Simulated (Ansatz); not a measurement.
**Is this Ti₃Al₄Ni structure a true minimum?**

It was reached by relaxing an invented guess, and it needn't be the stable form of this composition.

All numbers below come from DFT PBE, scalar-relativistic, plane waves, PAW (Ansatz). Plane waves to 420 eV, a k mesh through Γ of 14×14×4 on the computed 8-atom cell and Gaussian smearing (0.10 eV); no spin polarisation.

The cell below (8 atoms, space group P4/mmm (No. 123)) is relaxed within its symmetry.

```yaml
crystal:
  lattice:
    - [2.83669, 0.00000, 0.00000]
    - [0.00000, 2.83669, 0.00000]
    - [0.00000, 0.00000, 15.10153]
  atoms:
    - { symbol: Ti, position: [0.00000, 0.00000, 0.00000] }
    - { symbol: Ti, position: [0.00000, 0.00000, 0.26926] }
    - { symbol: Ti, position: [0.00000, 0.00000, 0.73074] }
    - { symbol: Al, position: [0.50000, 0.50000, 0.13465] }
    - { symbol: Al, position: [0.50000, 0.50000, 0.40165] }
    - { symbol: Al, position: [0.50000, 0.50000, 0.59835] }
    - { symbol: Al, position: [0.50000, 0.50000, 0.86535] }
    - { symbol: Ni, position: [0.00000, 0.00000, 0.50000] }
```

For the test it was strained at random (σ = 1.5 % a component), the atoms were moved at random (σ = 0.10 Å), and all was relaxed again on a coarse 8×8×2 mesh (in the run’s order of axes) with 0.20 eV smearing, with no symmetry imposed.

Trial moments died out on the coarse mesh, so the last step has no spin; another magnetic start might hold.

Question: What happens?

Answer: It returns, within 1 meV/atom of the unmoved cell on that mesh and with the same symmetry when read at 0.1 Å. No instability shows in this cell; modes of other wave vectors, which need another repeat, aren't tested.
